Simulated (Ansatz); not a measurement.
**TiO: energy along a strain**

TiO, Pm-3m, a = 4.034 Å. This isn't the usual stable structure of the compound. Ansatz: PBEsol, PAW, 420 eV, Γ-centred 12×12×12 mesh on 6 atoms, Gaussian smearing 0.15 eV; no spin polarisation. Cell vectors (Å): 4.034 0.000 0.000; 0.000 4.034 0.000; 0.000 0.000 4.034. The cell is strained by x per cent times the pattern (0 0 0 0 0 1) in the order xx yy zz yz xz xy (engineering shears), with fractional coordinates held. y is the free energy over the start, V0 = 10.937 Å³/atom. Symmetry makes y even in x.

| x (%) | y (meV/atom) |
| --- | --- |
| -4.00 | 2.98 |
| -2.00 | 0.71 |
| 0.00 | 0.00 |
| 1.00 | 0.18 |
| 1.50 | 0.40 |
| 2.50 | ? |
| 3.00 | 1.64 |
| 3.50 | 2.25 |

Q: Fit y = c2 x² + c4 x⁴ to the other rows, get the stiffness along the pattern, and predict the missing energy.

A: Least squares on the rows shown. y = 0.1761 x² + 0.0006347 x⁴. The clamped-ion stiffness p·C·p = 2 × 1.761 eV × 160.2 / 10.937 Å³ = 52 GPa, which is C66 in these axes (C44 of the cubic crystal). At x = 2.50 the fit asked for gives 1.13 meV/atom. The run gave 1.13 meV/atom, the same to the digits shown.

Spin polarisation was left out, and a magnetic state may lie lower.

Cost: 8 runs of about 7 core-minutes in all, on Intel Xeon Processor @ 2.50GHz (Skylake/Cascade Lake) (shared hosts).